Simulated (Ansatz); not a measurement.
GdCo₂B₂ in Ansatz, relaxation

The command:

```bash
ansatz run input.yaml --threads 2 --pin off --max-ram 4096MiB --backend cpu --events-out ev --progress --plain --runs-dir out
```

Input:

```yaml
crystal:
  lattice:
    - [-1.77366148, 1.77366148, 4.73572083]
    - [1.77366148, -1.77366148, 4.73572083]
    - [1.77366148, 1.77366148, -4.73572083]
  atoms:
    - { symbol: Gd, position: [0.0, 0.0, 0.0] }
    - { symbol: B, position: [0.375, 0.375, 0.0] }
    - { symbol: B, position: [0.625, 0.625, 0.0] }
    - { symbol: Co, position: [0.75, 0.25, 0.5] }
    - { symbol: Co, position: [0.25, 0.75, 0.5] }
  symmetry: { detect: false, time_reversal: true }
kpoints:
  mp_grid: { grid: [7, 7, 7], shift: [0, 0, 0] }
magnetization:
  spin_polarized: true
scf:
  occupations: { method: fermi_dirac, width: 0.068 }
  lower_state_search: "off"
hamiltonian:
  pseudopotentials: { kind: paw }
  xc: r2scan
basis:
  ecutwfc: 500
  fft_grid_basis: typed
relax:
  max_steps: 80
  cell: { p_target: 0.0 }
  f_tol: 0.03
output:
  forces: true
  stress: true
  eigenvalues: true
  bader: true
  populations: true
  elf: true
  write_potential: true
  volumetric_format: npy
  dos:
    e_range: [-12, 8]
    de: 0.05
    projected: { site_lists: { B: [B], Co: [Co], Gd: [Gd] } }
checkpoint:
  read: saved_state
```

Origin of the cell: a database entry, scaled a little.

The saved state is a converged single point of the same cell, with its larger moments on Gd1 up.

The program first moved the atoms by about 0.01 Å at random, to leave a saddle point that the symmetry would hold.

Steps («new basis» is an SCF on plane waves selected anew at the same cell):

```
step  ΔF (meV/atom)  max force component (eV/Å)  P (GPa)  volume (Å³)  SCF iterations   step was
   1            0.0                       1.873    -9.15        59.59              10   accepted
   2          -60.7                       1.384    -3.88        58.00              12   accepted
   3         -117.3                       0.384     1.81        57.84              13   accepted
   4         -133.0                       0.683     3.62        59.63              11   accepted
   5         -141.5                       0.067     0.82        59.58              12   accepted
   6         -141.9                       0.007    -0.18        60.02               9   accepted
   7         -141.9                       0.000     0.00        59.97               7   accepted
   8         -141.9                       0.000     0.00        59.97               9  new basis
```

Step 1, with forces in eV/Å:

```xyz
5
Lattice="-1.774 1.774 4.736 1.774 -1.774 4.736 1.774 1.774 -4.736" Properties=species:S:1:pos:R:3:forces:R:3 pbc="T T T" step=1
Gd    0.001   -0.010   -0.002   -0.006    0.130    0.076
B     0.002    0.009    3.556    0.004   -0.067   -1.845
B    -0.004    0.008    5.923    0.054   -0.065    1.873
Co    0.001    1.780    2.375    0.010   -0.022   -0.054
Co    1.780    0.004    2.375   -0.062    0.024   -0.050
```

Step 2, with forces in eV/Å:

```xyz
5
Lattice="-1.783 1.785 4.544 1.790 -1.786 4.547 1.783 1.786 -4.545" Properties=species:S:1:pos:R:3:forces:R:3 pbc="T T T" step=2
Gd    0.000    0.025    0.015    0.011   -0.207   -0.131
B     0.002   -0.001    3.348    0.022    0.055   -1.331
B     0.005   -0.002    5.744    0.008    0.060    1.384
Co    0.003    1.784    2.275    0.006    0.032    0.040
Co    1.792   -0.004    2.276   -0.047    0.061    0.038
```

Step 3, with forces in eV/Å:

```xyz
5
Lattice="-1.791 1.783 4.530 1.784 -1.789 4.530 1.791 1.789 -4.532" Properties=species:S:1:pos:R:3:forces:R:3 pbc="T T T" step=3
Gd    0.002   -0.014    0.006   -0.003    0.150   -0.034
B     0.001    0.009    3.187   -0.021   -0.090   -0.384
B    -0.005    0.005    5.882    0.010   -0.078    0.348
Co   -0.001    1.790    2.265   -0.003    0.025    0.046
Co    1.786    0.005    2.267    0.017   -0.007    0.024
```

Step 4, with forces in eV/Å:

```xyz
5
Lattice="-1.768 1.769 4.760 1.773 -1.769 4.762 1.768 1.769 -4.760" Properties=species:S:1:pos:R:3:forces:R:3 pbc="T T T" step=4
Gd    0.001    0.016    0.003    0.003   -0.081    0.015
B     0.001   -0.003    3.207    0.009    0.089    0.677
B     0.008   -0.002    6.324   -0.042    0.079   -0.683
Co    0.003    1.771    2.383    0.003   -0.027    0.011
Co    1.771    0.003    2.387    0.027   -0.060   -0.020
```

Step 5, with forces in eV/Å:

```xyz
5
Lattice="-1.764 1.764 4.786 1.764 -1.764 4.786 1.764 1.764 -4.786" Properties=species:S:1:pos:R:3:forces:R:3 pbc="T T T" step=5
Gd    0.001    0.003    0.004    0.000    0.000    0.000
B     0.001    0.004    3.293    0.000    0.000   -0.066
B     0.002    0.003    6.288    0.000    0.001    0.067
Co    0.001    1.768    2.397    0.000   -0.001    0.001
Co    1.765    0.004    2.397    0.000    0.000   -0.001
```

Step 6, with forces in eV/Å:

```xyz
5
Lattice="-1.770 1.770 4.790 1.770 -1.770 4.790 1.770 1.770 -4.790" Properties=species:S:1:pos:R:3:forces:R:3 pbc="T T T" step=6
Gd    0.001    0.004    0.005    0.000   -0.004   -0.007
B     0.001    0.003    3.283   -0.001    0.002   -0.003
B     0.001    0.003    6.305    0.000    0.002    0.004
Co    0.001    1.773    2.399   -0.001    0.000    0.003
Co    1.771    0.003    2.399    0.001    0.000    0.002
```

Step 8, with forces in eV/Å:

```xyz
5
Lattice="-1.769 1.769 4.791 1.769 -1.769 4.791 1.769 1.769 -4.791" Properties=species:S:1:pos:R:3:forces:R:3 pbc="T T T" step=8
Gd    0.001    0.004    0.004    0.000    0.000    0.000
B     0.001    0.004    3.284    0.000    0.000    0.000
B     0.001    0.004    6.305    0.000    0.000    0.000
Co    0.001    1.773    2.399    0.000    0.000    0.000
Co    1.770    0.004    2.399    0.000    0.000    0.000
```

| Property | Result |
| --- | --- |
| Free energy lowered by | 141.9 meV/atom |
| Volume change | 0.63 % |
| Final pressure | 0.00 GPa |
| Relaxation steps listed | 8 |
| Gap on the mesh | none (metal) |
| Site moments at the end (small spheres, which read low) | Gd1 +7.1 μB |
| Total moment | 7.11 μB |

Caveats: f shells without a U or exact exchange are poorly placed; no spin-orbit coupling, though heavy elements are present; the displaced walk ended near the symmetry of the start; the k mesh is coarse if the cell is a metal; the magnetic state was chosen at the start cell and may not be the lowest after relaxing; the program displaced the start to leave a saddle point.

It ran for 28 min on 2 threads of Arm Neoverse V1, with other jobs on the host, peak memory 1.2 GiB, from a saved density.
